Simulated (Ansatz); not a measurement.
Data:

SnPbSe2:
```cif
data_PbSe2Sn
_chemical_formula_sum 'Sn1 Pb1 Se2'
_space_group_name_H-M_alt 'P 1'
_space_group_IT_number 1
_cell_length_a 7.38335
_cell_length_b 7.38335
_cell_length_c 7.38335
_cell_angle_alpha 33.523
_cell_angle_beta 33.523
_cell_angle_gamma 33.523
loop_
_space_group_symop_operation_xyz
  'x, y, z'
loop_
_atom_site_label
_atom_site_type_symbol
_atom_site_fract_x
_atom_site_fract_y
_atom_site_fract_z
_atom_site_occupancy
Sn1 Sn 0.50000 0.50000 0.50000 1
Pb1 Pb 0.00000 0.00000 0.00000 1
Se1 Se 0.75278 0.75278 0.75278 1
Se2 Se 0.24722 0.24722 0.24722 1
```

This is the PBEsol-relaxed structure.

**Question.** All from plane-wave PAW PBEsol (Ansatz code), unless another level is named. Give the highest zone-centre frequency.

**Answer.** 141 cm⁻¹.

**Question.** And the bulk modulus (Birch–Murnaghan fit)?

**Answer.** 54.2 GPa.

Space group R-3m. The workflow started from a Materials Project entry (that database holds measured and hypothetical structures alike); the Crystallography Open Database copy checked does not list it. With Sn and Pb taken as one species the cell has the higher symmetry Fm-3m, so it may be an ordered model of a mixed-site phase. Whether it is the stable phase at ambient conditions was not checked. Symmetry was held in the PBEsol relaxation; of distortions, only those at the zone centre were tested. As this level gives no gap, phonon frequencies hold no LO–TO term and depend on the k-mesh and smearing (Fermi–Dirac, 0.1 eV here). Scalar-relativistic: spin–orbit coupling is off unless named, which matters more the heavier the elements.

Potentials: the later of the program's two PAW sets.
